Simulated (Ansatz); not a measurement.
A geometry of Au away from equilibrium: step 4 of the relaxation of a relaxed Au cell displaced along its unstable phonon at q = (½, ½, 0) of its primitive reciprocal cell (43i cm⁻¹), largest move 0.15 Å. Calculation: PBE (plane waves to 420 eV, PAW, scalar-relativistic; Ansatz, a first-principles code). Γ-centred k-mesh 12×12×12 on the run's cell (coarser than for final values), Fermi–Dirac smearing 0.05 eV. The plane waves were selected for a different cell earlier on the path.

```
CELL_PARAMETERS angstrom
      5.11460     0.00000     0.00000
      2.55730     2.55730     0.00000
      0.00000     0.00000     2.75437
ATOMIC_POSITIONS crystal
  Au 0.00000 0.00000 0.22056
  Au 0.50000 0.00000 0.77944
```

Give the Cartesian forces on all atoms (eV/Å).


```
atom    Fx    Fy     Fz
----  ----  ----  -----
Au1   0.00  0.00   0.30
Au2   0.00  0.00  -0.30
```

The path ends in I4/mmm (No. 139) (AFLOW prototype A_tI2_139_a (A_a)). No spin polarisation in the result.

The run could not lose the symmetry of its start: the end is stationary, and may be a saddle point rather than a minimum.

The end of the path is a generated cell of Au: the first start was made by placing the elements on the sites of a structure type, and the end was not matched to a known phase here, so it may be hypothetical. Known forms of Au include space group No. 225.
